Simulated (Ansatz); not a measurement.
Relaxed-ion elastic tensor of Cr$_{2}$SiC in space group P6_3/mmc (No. 194; Cr on 4f, Si on 2d, C on 2a) in GPa (Voigt order), PBEsol in the plane-wave PAW code Ansatz; density 5.81 g/cm³, 10.29 Å³ per atom.

```tsv
	1	2	3	4	5	6
1	342	145	177	0.0	0.0	0.0
2	145	342	177	0.0	0.0	0.0
3	177	177	434	0.0	0.0	0.0
4	0.0	0.0	0.0	96.9	0.0	0.0
5	0.0	0.0	0.0	0.0	96.9	0.0
6	0.0	0.0	0.0	0.0	0.0	98.5
```

Question: Is the crystal mechanically stable?

Answer: Yes: the smallest eigenvalue of C is 96.9 GPa.

Question: Work out the Voigt, Reuss and Hill averages.

Answer: K_V = 235, K_R = 230, K_H = 232; G_V = 99.7, G_R = 99.1, G_H = 99.4 GPa.

Question: Give Young's modulus, Poisson's ratio, Pugh's ratio and the universal anisotropy index.

Answer: E = 9KG/(3K + G) = 261 GPa; ν = 0.31; K/G = 2.34 (ductile by the Pugh limit of 1.75); A_U = 5G_V/G_R + K_V/K_R − 6 = 0.05.

Question: Estimate the sound speeds and the Debye temperature.

Answer: v_l = √((K + 4G/3)/ρ) = 7920 m/s, v_t = √(G/ρ) = 4140 m/s, mean 4630 m/s; Θ = (h/k)(3n/4πV)^(1/3) v_m = 633 K.

Question: How much does each axis shrink under pressure?

Answer: Linear compressibilities β_i = Σ_j S_ij (j = 1 to 3): x 1.7, y 1.7, z 0.89 per TPa.

The first step of the workflow began from a Materials Project structure, measured or hypothetical; the Crystallography Open Database copy checked does not list it. Its standing as an ambient phase is unchecked. The cell was relaxed with PBEsol under the symmetry of its start; its stability against distortions is not shown here. Magnetic state: ferromagnetic, the only order run, not a proven ground state. As this level gives no gap, shear constants depend on the k-mesh and smearing (Fermi–Dirac, 0.1 eV here).

Potentials: the later of the program's two PAW sets.
